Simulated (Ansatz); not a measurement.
Below is a relaxed structure of Mg₃SeS₂. The cell was found from a structure generator's guess, not taken from experiment.

Computed with DFT PBE, scalar-relativistic, plane waves, PAW (Ansatz 0.2.0). Cutoff 420 eV, Γ-centred mesh, Gaussian smearing, no spin polarisation.

```xyz
6
Lattice="6.2615 0.0000 0.0000 -3.1308 5.4226 0.0000 0.0000 0.0000 3.5764" Properties=species:S:1:pos:R:3 pbc="T T T"
Mg    3.1308    0.0000    1.7882
Mg   -1.5654    2.7113    1.7882
Mg    1.5654    2.7113    1.7882
Se    0.0000    0.0000    1.7882
S     0.0000    3.6151    0.0000
S     3.1308    1.8075    0.0000
```

The zero of energy is the elements' standard structures at the same level; no fitted shifts are applied.

Question: Find its symmetry and describe it.

Answer: P6/mmm (No. 191). Conventional cell: a = 6.262 Å, c = 3.576 Å. Around Mg lie 4 S at 2.54 Å, 2 Se at 3.13 Å and 4 Mg at 3.13 Å; Se has 6 Mg at 3.13 Å and 2 Se at 3.58 Å; around S lie 6 Mg at 2.54 Å.

Question: What is its formation energy per atom?

Answer: −1.02 eV/atom.

Question: Is it a metal?

Answer: Yes, bands cross the Fermi level on the 6×6×10 mesh.

The last run used a 6×6×10 mesh (in the run's order of axes) for its 6-atom cell and Gaussian smearing of 0.10 eV. The zero gap may come from the functional, which often closes small gaps. The reference forms of S and Se are held partly by dispersion forces, which this level lacks. Symmetry constrained the relaxation, so the result can be a saddle point. Another cell of Mg3SeS2 relaxed alike, in P-3m1, lies 0.35 eV/atom lower, so this cell isn't the stable form at this level.
